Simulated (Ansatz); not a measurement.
Problem. Each is relaxed and computed with plane-wave PAW r²SCAN (Ansatz code). Which is the only metal?
(A) CoSi2, fluorite or antifluorite type
(B) Cu2SiSe3, Cc (Pearson symbol mS24)
(C) SiO2, rutile
(D) In2Si2O7, C2/m (Pearson symbol mS22)

Solution. A, CoSi2, fluorite or antifluorite type. CoSi2: metal; SiO2: gap 6.51 eV (direct); Cu2SiSe3: gap 0.68 eV (direct); In2Si2O7: gap 3.63 eV (direct). Not the usual ambient phase: SiO2, rutile. Standing as an ambient phase not checked: Cu2SiSe3, Cc (Pearson symbol mS24); In2Si2O7, C2/m (Pearson symbol mS22). Began spin-polarised and lost the moments: CoSi2, fluorite or antifluorite type. Perhaps ordered models of mixed-site phases: Cu2SiSe3, Cc (Pearson symbol mS24). All cells were relaxed under the symmetry of their starts (and spin orders); stability against distortions was not tested throughout. Rows with no word on spin ran without spin polarisation. Scalar-relativistic: spin–orbit coupling is off unless named, which matters more the heavier the elements.

Potentials: the later of the program's two PAW sets.
